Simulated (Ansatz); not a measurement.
**In3As and the effect of the choice of potentials or basis**

The cell as given:

The structure is cubic, space group Pm-3m (No. 221). Conventional cell: a = 4.672 Å, b = 4.672 Å, c = 4.672 Å, α = 90.00°, β = 90.00°, γ = 90.00°. In (site symmetry 4/mmm) has 8 In at 3.30 Å and 4 As at 3.30 Å as nearest neighbours. Around As (site symmetry m-3m) lie 12 In at 3.30 Å.

The cell comes from a database or a generator and needn't be the stable form of this composition.

Kept alike: task relaxation of cell and atoms; functional PBEsol; k mesh 6 × 6 × 6; occupations fermi-dirac, width 0.05 eV; no spin polarisation. Program: Ansatz. Cutoffs run from 710 to 1415 eV. The mesh is that of the run's cell of 4 atoms. No spin-orbit coupling.

```csv
choice of potentials or basis,volume (Å³/atom)
Ansatz PAW (files of its older set among them) (made for PBE),24.152
PseudoDojo standard (PBEsol files),24.173
PseudoDojo stringent (PBEsol files),24.190
```

The relaxations keep at least the cell's symmetry (Pm-3m). For a metal such a mesh leaves the last digits unconverged. Relaxations stop with a little pressure left, so the last digits of a volume or edge aren't settled.

What does the choice of potentials or basis change here?

The volume runs from 24.152 (Ansatz PAW (files of its older set among them) (made for PBE)) to 24.190 Å³/atom (PseudoDojo stringent (PBEsol files)).
